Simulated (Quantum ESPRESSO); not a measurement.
```
CELL_PARAMETERS angstrom
      5.67984     0.00000     0.00000
      0.00000     5.67984     0.00000
      0.00000     0.00000     5.67984
ATOMIC_POSITIONS crystal
  Cs 0.00000 0.00000 0.00000
  Pb 0.50000 0.50000 0.50000
  Cl 0.00000 0.50000 0.50000
  Cl 0.50000 0.00000 0.50000
  Cl 0.50000 0.50000 0.00000
```
Geometry: a computed entry of the Materials Project; it was not checked against measured cells. It is CsPbCl3 in Pm-3m. Stability against distortions was not tested.

A lattice sum over point charges, one formal value an element (Cs +1, Pb +2, Cl -1), with no Sternheimer factor, costs far less than a self-consistent run. Taken along the main axis of each site's self-consistent tensor, it gives:

| site | V along that axis, point charges (a.u.) |
|---|---|
| Cl (atoms 3, 4, 5) | 0.035 |

Task: How do the values of a PBE PAW density (pw.x of a modified build of Quantum ESPRESSO, JTH datasets) with the all-electron reconstruction of Petrilli and co-workers compare?

Result: 
| site | Vzz, PAW (a.u.) | PAW over point charges |
|---|---|---|
| Cl | 0.865 | 25 |
  Cores are frozen. Against all-electron runs on small test molecules, this scheme's |Vzz| missed by −3 to −9 % on Cl.
